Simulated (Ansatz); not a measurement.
The geometry is COD entry 1527462, unchecked; take it as a test cell.

An input for YSe: DFT, LDA, all-electron LAPW, scalar-relativistic (Ansatz 0.2.0).

Command: `ansatz run input.yaml --threads 1 --pin off --max-ram 3072MiB --backend cpu --events-out ev --progress --plain --runs-dir out` The run took 19 s on 1 thread of Arm Neoverse V2, with other jobs on the host, peak memory 0.29 GiB.

```yaml
crystal:
  lattice:
    - [0.0, 2.875, 2.875]
    - [2.875, 0.0, 2.875]
    - [2.875, 2.875, 0.0]
  atoms:
    - { symbol: "Y", position: [0.0, 0.0, 0.0] }
    - { symbol: Se, position: [0.5, 0.5, 0.5] }
kpoints:
  mp_grid: { grid: [7, 7, 7] }
  band_path:
    path:
      - [0.0, 0.0, 0.0]
      - [0.5, 0.0, 0.5]
      - [0.625, 0.25, 0.625]
      - [0.375, 0.375, 0.75]
      - [0.0, 0.0, 0.0]
      - [0.5, 0.5, 0.5]
      - [0.5, 0.25, 0.75]
      - [0.5, 0.0, 0.5]
    npoints: 14
scf:
  occupations: { method: fermi_dirac, width: 0.03 }
hamiltonian:
  xc: lda
  pseudopotentials: { kind: all_electron, lapw: { basis_error: 0.00025 } }
output:
  forces: true
  stress: true
  eigenvalues: true
  populations: true
  dos: { projected: true, de: 0.2, e_range: [-14, 8] }
```

Set-up and iterations as logged by Ansatz (the results part is left out, to be predicted):

```
Y: projections on atomic orbitals take those of the free atom 1s2 2s2 2p6 3s2 3p6 3d10 4s2 4p6 4d1 5s2, of charge +0.00 (hamiltonian.pseudopotentials.projection_atoms)
Se: projections on atomic orbitals take those of the free atom 1s2 2s2 2p6 3s2 3p6 3d10 4s2 4p4, of charge +0.00 (hamiltonian.pseudopotentials.projection_atoms)
LAPW: plane waves up to 7.762 Å⁻¹, error target 2.5e-4 eV per atom; small_component_spin mean_spin; Se in spheres of 1.429 Å, 24 of its electrons in bands, Dirac shells []; Y in spheres of 1.446 Å, 29 of its electrons in bands, Dirac shells []
Engine: ansatz 0.2.0
Pseudopotentials: kind: all_electron
Pseudopotential: Y, LAPW, valence charge 29, Koelling and Harmon's equation, gaussian nucleus
Pseudopotential: Se, LAPW, valence charge 24, Koelling and Harmon's equation, gaussian nucleus
Functional definition: SPW92
  exchange = slater_x
  correlation = pw_c
Crystal: 2 atoms, lattice volume = 47.527 Å³
Basis set: ecut = 229.53949580313852 eV, 339 PW (Γ), exchange–correlation at level 2
Bands: 32, of which v1, the nominal top of the filled ones, is band 27 counted from 1 (26 counted from 0)
Symmetry: 48 space group operations
Space group: Fm-3m (ITA 225), of the structure as read, at distance tolerance 3.6e-5 Å
k-points: 20 of 343
Non-local potential: Y, projectors of the file, none
Non-local potential: Se, projectors of the file, none
Initial density: superposition of atomic densities (chi_scale 0.1, normalization cell, long waves kept (reshape's long-wave potential 0.00 eV rms))
Initial wavefunctions: plane waves of lowest kinetic energy (no species holds an atomic orbital)
Functional: x = slater, c = lda
iter 1 solved again at ethr=6.54e-4 eV; its pass at ethr=1.00e-1 eV (dr2=3.47e-1 eV) is discarded
SCF iter   1: F=—  HF=-158060.205522 eV  |F-HF|=—  |Δ(HF+E_count)|=         —  Δρ=1.88e-2  dr2=3.47e-1  ethr=6.54e-4  ⟨swp⟩=2.4  Hψ=3819  notcnv=0
iter 2 solved again at ethr=8.25e-6 eV; its pass at ethr=6.54e-4 eV (dr2=4.37e-3 eV) is discarded
SCF iter   2: F=—  HF=-158060.097797 eV  |F-HF|=—  |Δ(HF+E_count)|=   1.08e-1  Δρ=3.30e-3  dr2=4.37e-3  ethr=8.25e-6  ⟨swp⟩=2.0  Hψ=3360  notcnv=0
SCF iter   3: F=—  HF=-158060.089129 eV  |F-HF|=—  |Δ(HF+E_count)|=   8.67e-3  Δρ=2.73e-3  dr2=6.31e-3  ethr=8.25e-6  ⟨swp⟩=2.5  Hψ=2042  notcnv=0
SCF iter   4: F=—  HF=-158060.088431 eV  |F-HF|=—  |Δ(HF+E_count)|=   6.98e-4  Δρ=1.05e-3  dr2=9.21e-4  ethr=8.25e-6  ⟨swp⟩=2.0  Hψ=1940  notcnv=0
SCF iter   5: F=—  HF=-158060.088128 eV  |F-HF|=—  |Δ(HF+E_count)|=   3.03e-4  Δρ=1.99e-4  dr2=3.00e-5  ethr=1.74e-6  ⟨swp⟩=2.0  Hψ=1940  notcnv=0
SCF iter   6: F=—  HF=-158060.088123 eV  |F-HF|=—  |Δ(HF+E_count)|=   5.06e-6  Δρ=2.42e-5  dr2=3.30e-7  ethr=5.67e-8  ⟨swp⟩=2.0  Hψ=1940  notcnv=0
SCF iter   7: F=-158060.088123 eV  HF=-158060.088123 eV  |F-HF|=1.75e-9  |Δ(HF+E_count)|=   6.89e-8  Δρ=2.89e-6  dr2=6.48e-9  ethr=6.23e-10  ⟨swp⟩=2.0  Hψ=1940  notcnv=0
```

Spin polarisation is left out, and whether a magnetic state lies lower isn't shown here.

**Question.** What pressure will this run report?

**Answer.** -4.63 GPa (positive in compression).

**Question.** Is there a band gap?

**Answer.** none: with an odd electron count and no spin polarisation the bands can't all be full, a metal in this set-up (spin order or a larger cell could open a gap).
